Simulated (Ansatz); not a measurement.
The start is a generated trial cell of W in the bcc structure type. Cell shape, volume and atoms are optimised at zero target pressure with r2SCAN (plane waves to 500 eV, PAW, scalar-relativistic; Ansatz, a program for electronic structure). First-step values are on the input's coarse k-mesh.

Ansatz input (later rounds restart from its end on a renewed k-mesh):
Ansatz 0.2 input:
```yaml
crystal:
  lattice:
    - [-1.58, 1.58, 1.58]
    - [1.58, -1.58, 1.58]
    - [1.58, 1.58, -1.58]
  atoms:
    - { symbol: W, position: [0, 0, 0] }
basis: { ecutwfc: 500, ecutrho_ratio: 4, xc_grid: 4, fft_grid_basis: typed }
kpoints: { mp_grid: { grid: [14, 14, 14] } }
hamiltonian:
  xc: r2scan
  dispersion: none
  pseudopotentials: { azcp: { folder: ./paw }, kind: paw }
scf: { occupations: { method: fermi_dirac, width: 0.05 } }
relax: { f_tol: 0.01, max_steps: 100, cell: { stress_tol: 0.02 } }
output: { forces: true, stress: true }
```

Question: By how much does the energy per atom fall from start to end?

Answer: Under 0.01 eV/atom.

Question: How does the volume per atom move from start to end?

Answer: +0.9 %, from 15.78 to 15.93 Å³/atom.

Question: How do the shortest distances between atoms change?

Answer: The closest pairs of elements (up to four, under 3.6 Å), start → end: W–W 2.74 → 2.75 Å.

Question: What band gap does the relaxed structure have at this level?

Answer: Zero (metallic).

The space group stays Im-3m (No. 229) (the run could not lower it); the end is bcc (W type), with 1 atom in the primitive cell. Final values are on a 21×21×21 k-mesh of the relaxed cell. No spin polarisation in the result.

The run could not lose the symmetry of its start.
